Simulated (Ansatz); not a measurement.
Sensitivity of the gradients in CdS with Sc replacing Cd to the input

Cell: a supercell of CdS (wurtzite type, P6_3mc) built from a structure deposited in the COD, with all atoms left at the host's positions.

Space group P3m1 (No. 156); a = 8.3000, c = 13.4740 Å, γ = 120.00°.

| site | Wyckoff | site symmetry | x | y | z |
| --- | --- | --- | --- | --- | --- |
| Sc | 1a | 3m. | 0.0000 | 0.0000 | 0.0000 |
| Cd2 | 1a | 3m. | 0.0000 | 0.0000 | 0.5000 |
| Cd3 | 3d | .m. | 0.0000 | 0.5000 | 0.0000 |
| Cd4 | 3d | .m. | 0.0000 | 0.5000 | 0.5000 |
| Cd9 | 3d | .m. | 0.1667 | 0.8333 | 0.2500 |
| Cd10 | 3d | .m. | 0.1667 | 0.8333 | 0.7500 |
| Cd15 | 1c | 3m. | 0.6667 | 0.3333 | 0.2500 |
| Cd16 | 1c | 3m. | 0.6667 | 0.3333 | 0.7500 |
| S17 | 1a | 3m. | 0.0000 | 0.0000 | 0.1875 |
| S18 | 1a | 3m. | 0.0000 | 0.0000 | 0.6875 |
| S19 | 3d | .m. | 0.0000 | 0.5000 | 0.1875 |
| S20 | 3d | .m. | 0.0000 | 0.5000 | 0.6875 |
| S25 | 3d | .m. | 0.1667 | 0.8333 | 0.4375 |
| S26 | 3d | .m. | 0.1667 | 0.8333 | 0.9375 |
| S31 | 1c | 3m. | 0.6667 | 0.3333 | 0.4375 |
| S32 | 1c | 3m. | 0.6667 | 0.3333 | 0.9375 |

One atom of each set is listed.

Reference run. The numbers come from a DFT calculation in Ansatz (PBE, plane waves and PAW, scalar-relativistic, 420 eV cutoff, Γ-centred 3×3×2 k-points, Fermi–Dirac smearing 0.01 eV, cell charge +1).

(1) The input is changed as follows: `hamiltonian.pseudopotentials`: {kind: paw} → {kind: paw, source: ansatz}; `basis.ecutwfc`: not typed → 600 eV. What happens to V_zz (10²¹ V/m²) and η?

Results:

(1) 

| site | V_zz reference | η reference | V_zz changed | η changed |
| --- | --- | --- | --- | --- |
| Sc | -0.22 | 0.00 | -0.22 | 0.00 |
| Cd2 | 0.39 | 0.00 | 0.41 | 0.00 |
| Cd3 | -2.54 | 0.60 | -2.64 | 0.60 |
| Cd4 | -0.18 | 0.76 | -0.19 | 0.75 |
| Cd9 | 2.43 | 0.62 | 2.55 | 0.63 |
| Cd10 | 2.38 | 0.03 | 2.50 | 0.03 |
| Cd15 | -1.17 | 0.00 | -1.23 | 0.00 |
| Cd16 | 0.37 | 0.00 | 0.39 | 0.00 |
| S17 | -2.88 | 0.00 | -2.90 | 0.00 |
| S18 | 0.13 | 0.00 | 0.13 | 0.00 |
| S26 | -2.60 | 0.34 | -2.62 | 0.34 |
| S31 | 0.66 | 0.00 | 0.66 | 0.00 |

The largest change of V_zz is on Cd10, from 2.38 to 2.50. In per cent, |V_zz| changes by +4 to +5 on Cd, 0 to +1 on S (all sites that start above 0.5). The table leaves out 4 of the 16 sites, with |V_zz| up to 1.16; their tensors move by 0.01 at most along any direction. The statements above cover all sites. The changed run reads another set of PAW files. SCF iterations: 9 and 11. New warnings: cutoff below recommended. In the changed run the cutoff of 600 eV lies below the one recommended for these PAW files, so its values aren't converged ones.

On the reference run: The defect repeats with the cell of 32 atoms, so it feels its images: sites between two images don't show the values beside a lone defect, and zeros or small values of η there can come from the images' arrangement. Cd and S carry a gradient in the pure host already, so the values there aren't the defect's effect alone. A uniform background compensates the cell's charge. Without spin–orbit coupling (the program notes it for Cd) the gradients are little affected as a rule: paired runs on crystals with a gap mostly move them by under 2 % at such atoms. The neighbours have not yet relaxed around the defect (largest force 0.97 eV/Å), so a real crystal will differ.
